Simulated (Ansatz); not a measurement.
Input for Ansatz (plane-wave DFT), VCrC$_{2}$:

```yaml
crystal:
  lattice:
    - [1.4606320425, 0.8432963029, 4.7393853233]
    - [-1.4606320425, 0.8432963029, 4.7393853233]
    - [0.0, -1.6865926058, 4.7393853233]
  atoms:
    - { symbol: V, position: [0.0, 0.0, 0.0] }
    - { symbol: Cr, position: [0.5, 0.5, 0.5], spin: 0.74 }
    - { symbol: C, position: [0.751241, 0.751241, 0.751241] }
    - { symbol: C, position: [0.248759, 0.248759, 0.248759] }
basis:
  ecutwfc: 170
kpoints:
  mp_grid: { grid: [6, 6, 6] }
hamiltonian:
  xc: pbe
scf:
  occupations: { method: cold, width: "0.005 Ry" }
  self_checks: high
output:
  forces: true
  stress: true
  eigenvalues: true
  populations: true
magnetization:
  spin_polarized: true
```

Command:

```bash
ansatz run input.yaml --threads 1 --pin off --max-ram 1331MiB --backend cpu --events-out ev --progress --plain --runs-dir out
```

Output, shortened (HF is the Harris–Foulkes energy, dr2 the density residual in eV):

```text
Pseudopotential: V, paw, valence charge 13, recommended cutoff 420 eV (normal)
Pseudopotential: Cr, paw, valence charge 14, recommended cutoff 420 eV (normal)
Pseudopotential: C, paw, valence charge 4, recommended cutoff 420 eV (normal)
Crystal: 4 atoms, lattice volume = 35.026 Å³
Basis set: ecut = 170 eV, 179 PW (Γ), FFT grids on a1−a3, a2−a3, a3, exchange–correlation on 30×30×48 points (8 copies of the dense FFT grid, shifted against one another)
Bands: 22, of which v1, the nominal top of the filled ones, is band 18 counted from 1 (17 counted from 0)
Symmetry: 12 space group operations
Space group: R-3m (ITA 166), of the structure as read, at distance tolerance 3.3e-5 Å
k-points: 32 of 216
Initial density: superposition of atomic densities
Starting moments: Σ|m| = 0.74 μB on 1 of 4 sites
SCF iter   1: HF=-6769.299063 eV  Δρ=2.23e-1 (↑2.23e-1 ↓1.81e-1) dr2=4.91e1  dr2_m=2.45e-1  M=0.187 μB ∫|m|=0.216 μB
spin=Collinear: Kerker preconditioning applied to the charge; magnetization (m = ρ↑ − ρ↓) channel mixes plain (no charge-response kernel on spin).
SCF iter   2: HF=-6756.223257 eV  Δρ=1.27e-1 (↑1.27e-1 ↓9.73e-2) dr2=1.72e1  dr2_m=1.06e-1  M=0.184 μB ∫|m|=0.220 μB
SCF iter   3: HF=-6747.497135 eV  Δρ=7.67e-2 (↑7.67e-2 ↓3.35e-2) dr2=1.38e0  dr2_m=7.30e-1  M=1.211 μB ∫|m|=1.271 μB
SCF iter   4: HF=-6749.608339 eV  Δρ=7.13e-2 (↑7.13e-2 ↓2.28e-2) dr2=1.75e0  dr2_m=5.50e-1  M=1.519 μB ∫|m|=1.625 μB
   ...
iteration 12: the input's own smearing fills from here on; a Gaussian of 0.06802846561497 eV has filled iterations ahead of it
SCF iter  15: HF=-6750.955832 eV  S|Δr|=    0.00e0  Δρ=2.31e-5 (↑2.01e-5 ↓2.31e-5) dr2=5.44e-7  dr2_m=7.35e-8  M=1.875 μB ∫|m|=2.256 μB
SCF iter  16: HF=-6750.955832 eV  S|Δr|=    0.00e0  Δρ=1.39e-5 (↑1.39e-5 ↓3.68e-6) dr2=1.04e-7  dr2_m=1.07e-8  M=1.876 μB ∫|m|=2.257 μB
SCF iter  17: F=-6750.955832 eV  HF=-6750.955832 eV  S|Δr|=    0.00e0  Δρ=5.12e-6 (↑5.12e-6 ↓2.22e-6) dr2=2.48e-8  dr2_m=1.69e-9  M=1.876 μB ∫|m|=2.257 μB
SCF 1 converged in 17 iterations: F = -6750.955832 eV  dr2 = 2.48e-8
the search or the solves at the SCF's close seem to have found levels that the self-consistency loop had missed (the run counts 1). By its estimate they hold under 1e-12 electrons; where the run keeps them, the occupations were computed again with them
this state was not tested for a lower state beside it, because cold or Methfessel-Paxton smearing, or corrected tetrahedra, fill the levels in a way that the test cannot read (fill_not_monotonic; see scf.lower_state_search)
SCF converged after 17 iterations
Magnetization: 1.8755 μB (18.4378 up, 16.5622 down)
Absolute magnetization: 2.2560 μB (∫|ρ↑−ρ↓|, with the PAW one-centre terms)
Per-site moments (μB) at R_I (Å): [(0.2259, 0.8544), (1.4810, 0.8460), (-0.0817, 0.8460), (-0.0817, 0.8460)]
Free energy (F): -6750.955832 eV
E sigma→0 (E₀):  -6750.956077 eV
Entropy (-TS):   0.000734 eV (0.183 meV/atom)
Fermi energy:    17.467942 eV
--- Forces (eV/Å), atoms counted from 1 ---
  atom   1  V     -0.00000000     0.00000000    -0.00000000
  atom   2  Cr    -0.00000000     0.00000000     0.00000000
  atom   3  C      0.00000000    -0.00000000    -0.05238928
  atom   4  C     -0.00000000     0.00000000     0.05238928
--- Stress (GPa, compression-positive) ---
       -0.485170       0.000000      -0.000000
        0.000000      -0.485170      -0.000000
       -0.000000      -0.000000       0.631539
  P = ⅓ Tr σ = -0.1129 GPa (-1.129 kbar)
```

These settings were drawn at random to show what each does; none of the numbers is a converged property of the crystal.